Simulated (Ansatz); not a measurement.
Cell and atoms are relaxed with the symmetry kept. Start:

```cif
data_structure
_symmetry_space_group_name_H-M 'Pm-3m'
_symmetry_Int_Tables_number 221
_cell_length_a 3.3200
_cell_length_b 3.3200
_cell_length_c 3.3200
_cell_angle_alpha 90.000
_cell_angle_beta 90.000
_cell_angle_gamma 90.000
_cell_volume 36.59
loop_
_atom_site_label
_atom_site_type_symbol
_atom_site_symmetry_multiplicity
_atom_site_Wyckoff_symbol
_atom_site_fract_x
_atom_site_fract_y
_atom_site_fract_z
_atom_site_occupancy
Cd1 Cd 1 b 0.50000 0.50000 0.50000 1
Au1 Au 1 a 0.00000 0.00000 0.00000 1
```

The calculation used Ansatz, DFT PBEsol, scalar-relativistic, plane waves, PAW.

Settings: cutoff 420 eV, Γ-centred mesh 12×12×12 on the computed 2-atom cell, Gaussian smearing of 0.10 eV; no spin polarisation.

Q: What does it relax to?

A: The volume falls by 0.04 Å³/atom to 18.26 Å³/atom, and the energy changes by under 0.1 meV/atom. Final structure:
```yaml
crystal:
  lattice:
    - [3.31756, 0.00000, 0.00000]
    - [0.00000, 3.31756, 0.00000]
    - [0.00000, 0.00000, 3.31756]
  atoms:
    - { symbol: Cd, position: [0.50000, 0.50000, 0.50000] }
    - { symbol: Au, position: [0.00000, 0.00000, 0.00000] }
```

Course of the relaxation (steps run on the plane waves of an earlier cell, and the basis is chosen afresh near the end, so energy and pressure can step there; trial steps that raised the energy were taken back; energies are free energies):

```
step P (GPa) V (Å³/atom)
   1    -0.26        18.30
   2     0.39        18.20
   3     0.00        18.26
   4     0.00        18.26
```

Spin–orbit coupling is left out, which can shift energies with elements as heavy as these.

Cost: 1 run of about 0.27 core-minutes, on Arm Neoverse V1 (shared hosts).